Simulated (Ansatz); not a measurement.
Relaxed KTaO$_{3}$ (cubic perovskite):

```yaml
crystal:
  lattice:
    - [4.02318, 0.00000, 0.00000]
    - [0.00000, 4.02318, 0.00000]
    - [0.00000, 0.00000, 4.02318]
  atoms:
    - { symbol: K, position: [0.00000, 0.00000, 0.00000] }
    - { symbol: Ta, position: [0.50000, 0.50000, 0.50000] }
    - { symbol: O, position: [0.00000, 0.50000, 0.50000] }
    - { symbol: O, position: [0.50000, 0.50000, 0.00000] }
    - { symbol: O, position: [0.50000, 0.00000, 0.50000] }
```

The numbers are results of PBE (plane waves to 420 eV, PAW, scalar-relativistic; Ansatz, a program for electronic structure), not measurements. k mesh 7×7×7 (Γ-centred), Fermi-Dirac smearing 0.05 eV. KTaO3 is run without spin polarisation. KTaO3 was relaxed with its symmetry unable to fall. Spin-orbit coupling is left out, though Ta is heavy. The PAW data are Ansatz's earlier set.

One atom of the cell was then moved (with its periodic images), all else fixed, and the forces (eV/Å) came out as:

| atom | Fx | Fy | Fz |
|---|---|---|---|
| K1 | 0.394 | 0.394 | 0.000 |
| Ta2 | -1.469 | -1.469 | 0.000 |
| O3 | 0.828 | 0.106 | 0.000 |
| O4 | 0.141 | 0.141 | 0.000 |
| O5 | 0.106 | 0.828 | 0.000 |

### Question
Which atom was moved, and by which vector (Å)?

### Answer
Ta2, by (0.17, 0.17, 0.00), 0.24 Å in all.

(For displaced atoms, the force is minus the slope of the energy, and its curvature is a force constant, which sets phonon frequencies.)
